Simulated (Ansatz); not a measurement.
Fields on a plane of Bi (A7 type, space group R-3m)

```
CELL_PARAMETERS angstrom
      2.26027     1.30497     4.00943
     -2.26027     1.30497     4.00943
      0.00000    -2.60994     4.00943
ATOMIC_POSITIONS crystal
  Bi 0.23371 0.23371 0.23371
  Bi 0.76629 0.76629 0.76629
```

The slice is a (-1 1 0 4) plane (indices of the conventional cell) through the point (0.766, 0.766, 0.766) (fractional), spanned by u = [1 0 -1] and v = [1 -1 1] in vectors of this cell: u (4.52 Å) and v (6.58 Å, at 90° to u). It covers one period; positions are fractions (u, v).

Atoms on it: Bi at (0.00, 0.00). Other atoms lie within 1 Å of the plane.

All values below come from r2SCAN+rVV10 (plane waves to 500 eV, PAW, scalar-relativistic; Ansatz, a quantum-chemistry and plane-wave program). k mesh 13×13×13. These are valence fields of a PAW run, semicore shells included where kept as valence: close to a nucleus they are smooth pseudo fields. Bi was relaxed with its symmetry unable to fall. Spin-orbit coupling is left out, though Bi is heavy.

```
|xxxx =#%@%#= xxx|
|xxx  +%@@@%+  xx|
|xxx -#%@@@%#- xx|
|   -*%@@@@@%*-  |
|--+*%@@@@@@@%*+-|
|**#%%@@@@@@@%%#*|
|**#%%@@@@@@@%%#*|
|--+*%@@@@@@@%*+-|
|   -*%@@@@@%*-  |
|xx  =#%@@@%#=  x|
|xxx  *%@@@%*  xx|
|xxxx =#%@%#= xxx|
|xxxx =#%@%#= xxx|
|xxxx +#@@@#+ xxx|
|xxx .*%@@@%*. xx|
|xx  =#%@@@%#=  x|
|  .=*%@@@@@%*=. |
|--+*%%@@@@@%%*+-|
|::=*#%@@@@@%#*=:|
|   -*%@@@@@%*-  |
|xxx -#%@@@%#- xx|
|xxx  +%@@@%+  xx|
|xxxx =#%@%#= xxx|
|xxxx =#%%%#= xxx|
```
Scale: ten equal steps from 1.00 (start of ' ') to 9.32 (end of '@'), in the order ' .:-=+*#%@'. Values: electrostatic potential energy of an electron, from the cell's mean, in eV. The map has 16 points along u (one character each, u = 0 at the left) and 24 along v (v = 0 in the bottom row). Points within 1 Å of a nucleus are blanked (x), as the pseudised field means little there. Values under 1 eV are set to 1. The zero, the cell's mean, hangs on the PAW cores.

```
|xx5887521257885x|
|3588874212478885|
|8888863111368888|
|8888641000146888|
|8875310000013578|
|4432100000001234|
|5432100000001234|
|8876310000013678|
|9998731000137899|
|8988852000258889|
|5688873101378886|
|xx6887310137886x|
|xx6887310137886x|
|x378763101367873|
|6787752101257787|
|7777641000146777|
|7887531000135788|
|9997420000024799|
|9987521000125789|
|7777631000136777|
|7777752101257777|
|3577764212467775|
|xx5877421247785x|
|xx4877522257784x|
```
Scale: ten equal steps from 0.02 (start of '0') to 0.52 (end of '9'), in the order '0123456789'. Values: electron localisation function (ELF). The map has 16 points along u (one character each, u = 0 at the left) and 24 along v (v = 0 in the bottom row). Points within 0.5 Å of a nucleus are blanked (x), as the pseudised field means little there.
